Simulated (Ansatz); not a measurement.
RuW:
```cif
data_Ru2W2
_chemical_formula_sum 'W2 Ru2'
_space_group_name_H-M_alt 'P 1'
_space_group_IT_number 1
_cell_length_a 5.16599
_cell_length_b 5.16599
_cell_length_c 4.28925
_cell_angle_alpha 90.000
_cell_angle_beta 90.000
_cell_angle_gamma 149.131
loop_
_space_group_symop_operation_xyz
  'x, y, z'
loop_
_atom_site_label
_atom_site_type_symbol
_atom_site_fract_x
_atom_site_fract_y
_atom_site_fract_z
_atom_site_occupancy
W1 W 0.67195 0.32805 0.25000 1
Ru1 Ru 0.93159 0.06841 0.25000 1
W2 W 0.32805 0.67195 0.75000 1
Ru2 Ru 0.06841 0.93159 0.75000 1
```

Relaxed with PBEsol.

Problem. Which orbitals make up the states near the Fermi level in PBEsol in the plane-wave PAW code Ansatz?

Solution. Within 0.5 eV of the Fermi level: W 5d 47 %, Ru 4d 42 %. Projections are on Löwdin-orthogonalised atomic valence shells; empty p or d shells of many metals are not among them.

Problem. Tabulate the density of states.

Solution. States/eV per cell of 4 atoms, in 0.25 eV bins, energy from the Fermi level.

| E (eV) | total | Ru 4d | W 5d | W 6s |
|---|---|---|---|---|
| -7.85 | 0.24 | 0.00 | 0.00 | 0.12 |
| -7.60 | 0.30 | 0.01 | 0.01 | 0.15 |
| -7.35 | 0.36 | 0.01 | 0.01 | 0.18 |
| -7.10 | 0.45 | 0.02 | 0.02 | 0.23 |
| -6.85 | 0.51 | 0.04 | 0.03 | 0.26 |
| -6.60 | 0.60 | 0.08 | 0.05 | 0.28 |
| -6.35 | 0.90 | 0.21 | 0.14 | 0.35 |
| -6.10 | 1.51 | 0.44 | 0.31 | 0.46 |
| -5.85 | 3.32 | 1.39 | 0.87 | 0.67 |
| -5.60 | 3.19 | 1.44 | 0.98 | 0.44 |
| -5.35 | 3.72 | 1.74 | 1.25 | 0.30 |
| -5.10 | 4.18 | 2.10 | 1.36 | 0.25 |
| -4.85 | 5.25 | 2.82 | 1.77 | 0.20 |
| -4.60 | 5.56 | 3.17 | 1.78 | 0.18 |
| -4.35 | 3.69 | 2.09 | 1.26 | 0.13 |
| -4.10 | 4.62 | 2.54 | 1.68 | 0.15 |
| -3.85 | 4.77 | 2.62 | 1.74 | 0.13 |
| -3.60 | 4.38 | 2.66 | 1.36 | 0.10 |
| -3.35 | 4.83 | 3.02 | 1.43 | 0.13 |
| -3.10 | 5.08 | 3.11 | 1.51 | 0.17 |
| -2.85 | 4.63 | 2.85 | 1.38 | 0.12 |
| -2.60 | 2.84 | 1.63 | 1.00 | 0.05 |
| -2.35 | 4.00 | 2.34 | 1.42 | 0.05 |
| -2.10 | 4.34 | 2.71 | 1.43 | 0.05 |
| -1.85 | 4.85 | 2.95 | 1.67 | 0.07 |
| -1.60 | 5.26 | 2.62 | 2.23 | 0.10 |
| -1.35 | 6.36 | 3.09 | 2.71 | 0.14 |
| -1.10 | 5.23 | 2.55 | 2.17 | 0.17 |
| -0.85 | 4.65 | 2.20 | 1.95 | 0.19 |
| -0.60 | 4.24 | 1.81 | 1.91 | 0.20 |
| -0.35 | 4.09 | 1.66 | 1.94 | 0.17 |
| -0.10 | 4.06 | 1.66 | 1.91 | 0.15 |
| 0.15 | 3.93 | 1.65 | 1.83 | 0.13 |
| 0.40 | 4.12 | 1.83 | 1.86 | 0.11 |
| 0.65 | 4.04 | 1.75 | 1.85 | 0.08 |
| 0.90 | 2.77 | 1.20 | 1.31 | 0.05 |
| 1.15 | 2.37 | 1.00 | 1.18 | 0.04 |
| 1.40 | 2.08 | 0.84 | 1.08 | 0.04 |
| 1.65 | 2.18 | 0.88 | 1.17 | 0.04 |
| 1.90 | 2.83 | 1.10 | 1.57 | 0.04 |
| 2.15 | 2.87 | 1.10 | 1.61 | 0.04 |
| 2.40 | 3.12 | 1.15 | 1.79 | 0.05 |
| 2.65 | 4.06 | 1.41 | 2.42 | 0.06 |
| 2.90 | 3.98 | 1.30 | 2.40 | 0.08 |
| 3.15 | 3.71 | 1.07 | 2.34 | 0.10 |

Space group Cmcm. The start of the workflow was typed in or built on a structure type; neither database checked (COD, Materials Project) lists it. Whether it is the stable phase at ambient conditions was not checked. The cell was relaxed with PBEsol under the symmetry of its start; its stability against distortions is not shown here. The run is not spin-polarised. Its formation energy is positive at this level, so the cell may be metastable or incomplete. Spin–orbit coupling is left out wherever it is not named.

Potentials: the later of the program's two PAW sets.
